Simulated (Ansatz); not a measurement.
Level of theory: Ansatz 0.2.0, DFT PBE, scalar-relativistic, plane waves, PAW. Cutoff 420 eV, Γ-centred 12×12×12 mesh (7-atom cell), Gaussian smearing of 0.10 eV, no spin polarisation.

The zero of energy is the elements' standard structures at the same level; no fitted shifts are applied.

Problem. Find a candidate trigonal metal made of Mg, S and Se, with a formation energy near −0.54 eV/atom and a density near 2.4 g/cm³, in a cell of 7 atoms. Its symmetry should be R-3m (No. 166).

Solution. Mg₂SeS₄, space group R-3m (No. 166). Mg has 3 S at 2.36 Å and 1 S at 2.63 Å; around Se lie 6 S at 2.65 Å; around S on its first site lie 3 Se at 2.65 Å; S on its second site is surrounded by 3 Mg at 2.36 Å and 1 Mg at 2.63 Å.

```
CELL_PARAMETERS angstrom
1.99687 1.15290 12.97456
-1.99687 1.15290 12.97456
0.00000 -2.30579 12.97456
ATOMIC_POSITIONS crystal
Mg 0.13918 0.13918 0.13918
Mg 0.86082 0.86082 0.86082
Se 0.00000 0.00000 0.00000
S 0.36673 0.36673 0.36673
S 0.63327 0.63327 0.63327
S 0.20667 0.20667 0.20667
S 0.79333 0.79333 0.79333
```

- Volume per atom: 25.6 Å³
- Density: 2.4 g/cm³
- Energy over the elements: −0.54 eV/atom
- Gap on the 12×12×12 mesh of the 7-atom cell: 0.05 eV by band count, less than the smearing, so the run treats it as a metal

It was reached by relaxing an invented guess, and it needn't be the stable form of this composition. Other answers may fit too; this one was computed.

No dispersion correction is applied, so the spacing and binding between layers, chains or molecules are poorly described. The reference forms of S and Se are held partly by dispersion forces, which this level lacks. Symmetry constrained the relaxation, so the result can be a saddle point.
